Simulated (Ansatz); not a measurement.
Input, command and steps of an Ansatz relaxation.

```yaml
crystal:
  lattice:
    - [6.8174867849, 0.0, 0.0]
    - [0.0, 6.8174867849, 0.0]
    - [0.0, 0.0, 6.3354728227]
  atoms:
    - { symbol: Si, position: [0.2692498435, 0.0, 0.1193140972] }
    - { symbol: Si, position: [0.0, 0.7307501565, 0.8806859028] }
    - { symbol: Si, position: [0.0, 0.2692498435, 0.8806859028] }
    - { symbol: Si, position: [0.7307501565, 0.0, 0.1193140972] }
    - { symbol: Si, position: [0.0, 0.0, 0.5] }
    - { symbol: O, position: [0.19190333, 0.0, 0.3565740649] }
    - { symbol: O, position: [0.0, 0.80809667, 0.6434259351] }
    - { symbol: O, position: [0.0, 0.19190333, 0.6434259351] }
    - { symbol: O, position: [0.80809667, 0.0, 0.3565740649] }
    - { symbol: O, position: [0.1914476445, 0.1914476445, 0.0] }
    - { symbol: O, position: [0.1914476445, 0.8085523555, 0.0] }
    - { symbol: O, position: [0.8085523555, 0.1914476445, 0.0] }
    - { symbol: O, position: [0.8085523555, 0.8085523555, 0.0] }
    - { symbol: O, position: [0.5, 0.0, 0.1207156002] }
    - { symbol: O, position: [0.0, 0.5, 0.8792843998] }
basis:
  ecutwfc: 420
kpoints:
  mp_grid: { grid: [4, 4, 4] }
hamiltonian:
  xc: lda
scf:
  occupations: { method: gaussian, width: 0.02 }
output:
  forces: true
  stress: true
  eigenvalues: true
  write_density: true
  write_potential: true
  elf: true
  volumetric_format: npy
relax:
  adjacent_minimum: "off"
  f_tol: 0.01
  max_steps: 30
  cell: { stress_tol: 0.1, fix: [volume] }
```

```bash
ansatz run input.yaml --threads 4 --pin off --max-ram 10240MiB --backend cpu --events-out ev --progress --plain --runs-dir out
```

The calculation used DFT LDA, scalar-relativistic, plane waves, PAW (Ansatz 0.2.0).

The volume is held at 0.97 times that of the relaxed cell.

Of 6 frames 5 are shown, positions in Å and forces in eV/Å; the SCF threshold varies from step to step. Steps run on the plane waves of an earlier cell, with a Pulay correction in the pressure. The basis is chosen afresh for the last frame, the zero of the energies, and at times for earlier ones too; energy and pressure can step there, also at an unchanged geometry. Where two frames share a geometry here, they differ by under 2 meV/atom and 0.3 GPa.

```xyz
15
Lattice="6.8175 0.0000 0.0000 0.0000 6.8175 0.0000 0.0000 0.0000 6.3355" Properties=species:S:1:pos:R:3:forces:R:3 pbc="T T T" step=1 free_energy_over_end_meV_per_atom=2.23 pressure_GPa=3.99
Si    1.8356    0.0000    0.7559    0.0579    0.0000    0.0152
Si    0.0000    4.9819    5.5796    0.0000   -0.0579   -0.0152
Si    0.0000    1.8356    5.5796    0.0000    0.0579   -0.0152
Si    4.9819    0.0000    0.7559   -0.0579    0.0000    0.0152
Si    0.0000    0.0000    3.1677    0.0000    0.0000    0.0000
O     1.3083    0.0000    2.2591    0.2705    0.0000    0.2085
O     0.0000    5.5092    4.0764    0.0000   -0.2705   -0.2085
O     0.0000    1.3083    4.0764    0.0000    0.2705   -0.2085
O     5.5092    0.0000    2.2591   -0.2705    0.0000    0.2085
O     1.3052    1.3052    0.0000    0.2624    0.2624    0.0000
O     1.3052    5.5123    0.0000    0.2624   -0.2624    0.0000
O     5.5123    1.3052    0.0000   -0.2624    0.2624    0.0000
O     5.5123    5.5123    0.0000   -0.2624   -0.2624    0.0000
O     3.4087    0.0000    0.7648    0.0000    0.0000    0.0002
O     0.0000    3.4087    5.5707    0.0000    0.0000   -0.0002
15
Lattice="6.8185 0.0000 0.0000 0.0000 6.8185 0.0000 0.0000 0.0000 6.3337" Properties=species:S:1:pos:R:3:forces:R:3 pbc="T T T" step=2 free_energy_over_end_meV_per_atom=1.31 pressure_GPa=3.70
Si    1.8375    0.0000    0.7560   -0.0413    0.0000   -0.0108
Si    0.0000    4.9809    5.5777    0.0000    0.0413    0.0108
Si    0.0000    1.8375    5.5777    0.0000   -0.0413    0.0108
Si    4.9809    0.0000    0.7560    0.0413    0.0000   -0.0108
Si    0.0000    0.0000    3.1668    0.0000    0.0000    0.0000
O     1.3128    0.0000    2.2616    0.2072    0.0000    0.1706
O     0.0000    5.5057    4.0721    0.0000   -0.2072   -0.1706
O     0.0000    1.3128    4.0721    0.0000    0.2072   -0.1706
O     5.5057    0.0000    2.2616   -0.2072    0.0000    0.1706
O     1.3093    1.3093    0.0000    0.1885    0.1885    0.0000
O     1.3093    5.5091    0.0000    0.1885   -0.1885    0.0000
O     5.5091    1.3093    0.0000   -0.1885    0.1885    0.0000
O     5.5091    5.5091    0.0000   -0.1885   -0.1885    0.0000
O     3.4092    0.0000    0.7649    0.0000    0.0000   -0.0045
O     0.0000    3.4092    5.5688    0.0000    0.0000    0.0045
15
Lattice="6.8261 0.0000 0.0000 0.0000 6.8261 0.0000 0.0000 0.0000 6.3195" Properties=species:S:1:pos:R:3:forces:R:3 pbc="T T T" step=3 free_energy_over_end_meV_per_atom=0.08 pressure_GPa=2.83
Si    1.8403    0.0000    0.7540   -0.0001    0.0000    0.0089
Si    0.0000    4.9858    5.5656    0.0000    0.0001   -0.0089
Si    0.0000    1.8403    5.5656    0.0000   -0.0001   -0.0089
Si    4.9858    0.0000    0.7540    0.0001    0.0000    0.0089
Si    0.0000    0.0000    3.1598    0.0000    0.0000    0.0000
O     1.3279    0.0000    2.2687    0.0275    0.0000    0.0120
O     0.0000    5.4982    4.0508    0.0000   -0.0275   -0.0120
O     0.0000    1.3279    4.0508    0.0000    0.0275   -0.0120
O     5.4982    0.0000    2.2687   -0.0275    0.0000    0.0120
O     1.3215    1.3215    0.0000   -0.0153   -0.0153    0.0000
O     1.3215    5.5046    0.0000   -0.0153    0.0153    0.0000
O     5.5046    1.3215    0.0000    0.0153   -0.0153    0.0000
O     5.5046    5.5046    0.0000    0.0153    0.0153    0.0000
O     3.4130    0.0000    0.7615    0.0000    0.0000   -0.0259
O     0.0000    3.4130    5.5580    0.0000    0.0000    0.0259
15
Lattice="6.8266 0.0000 0.0000 0.0000 6.8266 0.0000 0.0000 0.0000 6.3186" Properties=species:S:1:pos:R:3:forces:R:3 pbc="T T T" step=4 free_energy_over_end_meV_per_atom=0.06 pressure_GPa=2.80
Si    1.8405    0.0000    0.7537    0.0069    0.0000    0.0187
Si    0.0000    4.9861    5.5649    0.0000   -0.0069   -0.0187
Si    0.0000    1.8405    5.5649    0.0000    0.0069   -0.0187
Si    4.9861    0.0000    0.7537   -0.0069    0.0000    0.0187
Si    0.0000    0.0000    3.1593    0.0000    0.0000    0.0000
O     1.3296    0.0000    2.2693   -0.0019    0.0000    0.0180
O     0.0000    5.4970    4.0494    0.0000    0.0019   -0.0180
O     0.0000    1.3296    4.0494    0.0000   -0.0019   -0.0180
O     5.4970    0.0000    2.2693    0.0019    0.0000    0.0180
O     1.3210    1.3210    0.0000   -0.0106   -0.0106    0.0000
O     1.3210    5.5055    0.0000   -0.0106    0.0106    0.0000
O     5.5055    1.3210    0.0000    0.0106   -0.0106    0.0000
O     5.5055    5.5055    0.0000    0.0106    0.0106    0.0000
O     3.4133    0.0000    0.7596    0.0000    0.0000   -0.0246
O     0.0000    3.4133    5.5590    0.0000    0.0000    0.0246
15
Lattice="6.8285 0.0000 0.0000 0.0000 6.8285 0.0000 0.0000 0.0000 6.3150" Properties=species:S:1:pos:R:3:forces:R:3 pbc="T T T" step=6 free_energy_over_end_meV_per_atom=0.00 pressure_GPa=2.78
Si    1.8412    0.0000    0.7541    0.0018    0.0000   -0.0087
Si    0.0000    4.9873    5.5608    0.0000   -0.0018    0.0087
Si    0.0000    1.8412    5.5608    0.0000    0.0018    0.0087
Si    4.9873    0.0000    0.7541   -0.0018    0.0000   -0.0087
Si    0.0000    0.0000    3.1575    0.0000    0.0000    0.0000
O     1.3317    0.0000    2.2703    0.0004    0.0000    0.0019
O     0.0000    5.4968    4.0447    0.0000   -0.0004   -0.0019
O     0.0000    1.3317    4.0447    0.0000    0.0004   -0.0019
O     5.4968    0.0000    2.2703   -0.0004    0.0000    0.0019
O     1.3199    1.3199    0.0000   -0.0009   -0.0009    0.0000
O     1.3199    5.5086    0.0000   -0.0009    0.0009    0.0000
O     5.5086    1.3199    0.0000    0.0009   -0.0009    0.0000
O     5.5086    5.5086    0.0000    0.0009    0.0009    0.0000
O     3.4143    0.0000    0.7525    0.0000    0.0000    0.0032
O     0.0000    3.4143    5.5625    0.0000    0.0000   -0.0032
```

Time: 40 s on 4 threads of Arm Neoverse V2, on a shared host, peak memory 0.72 GiB.